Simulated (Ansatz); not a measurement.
## LaH3O3 — O-17 NMR of the central transition

Cell: a Materials Project structure (computed, not necessarily an observed phase).

Space group P6_3 (No. 173); a = 6.5145, c = 3.8346 Å, γ = 120.00°.

| site | Wyckoff | site symmetry | x | y | z |
| --- | --- | --- | --- | --- | --- |
| La | 2b | 3.. | 0.3333 | 0.6667 | 0.3166 |
| H | 6c | 1 | 0.8678 | 0.7249 | 0.3495 |
| O | 6c | 1 | 0.9195 | 0.6115 | 0.3062 |

One atom of each set is listed.

All values are calculated (Ansatz; DFT, PBE, plane waves and PAW, scalar-relativistic, 420 eV cutoff, Γ-centred 4×4×6 k-points, Fermi–Dirac smearing 0.02 eV), not measured.

O-17 has I = 5/2 and Q = -25.58 mb (Pyykkö 2018); at 18.8 T its Larmor frequency is ν₀ = 108.6 MHz. Only the quadrupole interaction is simulated: positions count from each site's isotropic chemical shift, and J coupling is left out, as are shift anisotropy and dipolar coupling, which fast spinning averages.

(1) Simulate the second-order pattern (fast magic-angle spinning, Gaussian broadening 0.2 kHz) of site O (1 H at 0.97 Å; also 3 La at 2.54–2.62 Å).

Answers

(1) The calculation gives C_Q = -7.62 MHz and η = 0.07, so ν_Q = 1.14 MHz and the centre of gravity lies at -29.6 ppm (-3.22 kHz).

offset (kHz), height and a bar:
```
   -8.398          0 
   -8.197          0 
   -7.995          3 #
   -7.793          5 #
   -7.591          5 ##
   -7.389          5 ##
   -7.187          5 ##
   -6.986          5 ##
   -6.784          6 ##
   -6.582          6 ##
   -6.380          6 ##
   -6.178          6 ##
   -5.977          6 ##
   -5.775          6 ##
   -5.573          6 ##
   -5.371          8 ##
   -5.169         35 ###########
   -4.968         76 #######################
   -4.766         72 ######################
   -4.564         53 ################
   -4.362         45 ##############
   -4.160         41 ############
   -3.959         39 ############
   -3.757         38 ###########
   -3.555         37 ###########
   -3.353         37 ###########
   -3.151         37 ###########
   -2.949         37 ###########
   -2.748         38 ###########
   -2.546         40 ############
   -2.344         42 #############
   -2.142         45 #############
   -1.940         49 ###############
   -1.739         56 #################
   -1.537         73 ######################
   -1.335        100 ##############################
   -1.133         77 #######################
   -0.931         22 #######
   -0.730          0 
   -0.528          0
```

At O V_zz points along its bond to H (within 2°).
